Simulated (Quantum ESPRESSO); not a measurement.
## Moving one atom in Ag3Ga2InRuSn

All numbers below are calculated, not measured. They come from Quantum ESPRESSO 7.5, a public plane-wave density functional program. Each row is one single-point run on a made-up periodic cell of eight metal atoms, with elements, volume, strain and displacements drawn at random and not relaxed, so a cell may be unstable or far from any real phase. There is no spin polarisation or spin-orbit coupling.

Settings: PBE unless stated; PseudoDojo standard norm-conserving files; Fermi-Dirac width 0.25 eV, which means electrons at about 2900 K; cutoff 1143 eV; 5 x 5 x 4 k mesh shifted half a step off Gamma. E is the free energy of the whole cell (internal energy minus TS), so a -TS column is already part of it. Stress is positive in tension, and the pressure P is minus a third of its trace.

Checks: one run of this series was repeated at a higher cutoff and on a denser mesh, which moved values by no more than 0.015 eV, 0.20 GPa and 0.015 eV/Å, and a second program with other atomic files agreed on it to 2 % rms in force and 0.5 GPa in pressure. Known limits: the tin pseudopotential is less sure than most, with forces differing by about three percent from a second method on plain tin; a spin test at this wide smearing found no moment, but such smearing suppresses magnetism that the real alloy may have.

The lattice is face-centred cubic, and the cell vectors in Å are (2.067, 4.202, 2.146); (2.204, -4.256, 2.116); (4.185, -0.083, -4.177), a volume of 150.84 Å³. The elements on sites 1 to 8 are In Ag Sn Ag Ru Ga Ga Ag. The runs move the Ga atom on site 7 by u along y from its drawn, already displaced place and keep all else fixed. Forces are on that atom, and E is counted from run 4.

| run | u (Å) | Fx (eV/Å) | Fy (eV/Å) | Fz (eV/Å) | P (GPa) | E (meV) |
|---|---|---|---|---|---|---|
| 1 | -0.1500 | 0.370 | 0.232 | -0.122 | -0.68 | 5.7 |
| 2 | -0.1282 | 0.331 | 0.175 | -0.138 | -0.69 | 1.2 |
| 3 | -0.0852 | 0.255 | 0.062 | -0.169 | -0.69 | -3.9 |
| 4 | -0.0028 | 0.106 | -0.156 | -0.224 | -0.62 | 0.0 |
| 5 | 0.0577 | -0.010 | -0.321 | -0.261 | -0.51 | 14.4 |
| 6 | 0.1088 | ? | ? | ? | ? | ? |
| 7 | 0.1484 | -0.196 | -0.581 | -0.310 | -0.25 | 55.1 |

## Worked fit

A parabola through the runs shown gives Fy = -0.164 - 2.72 u - 0.6 u² eV/Å, with an error of 0.01 on the linear term and a scatter of 0.002 eV/Å. Minus its integral from run 1 to run 7 is 50 meV, and the table's energies differ by 49 meV.

## Withheld run

Question: what Fy should run 6 give?

The fit gives -0.467 ± 0.002 eV/Å. The calculation gave -0.465 eV/Å.
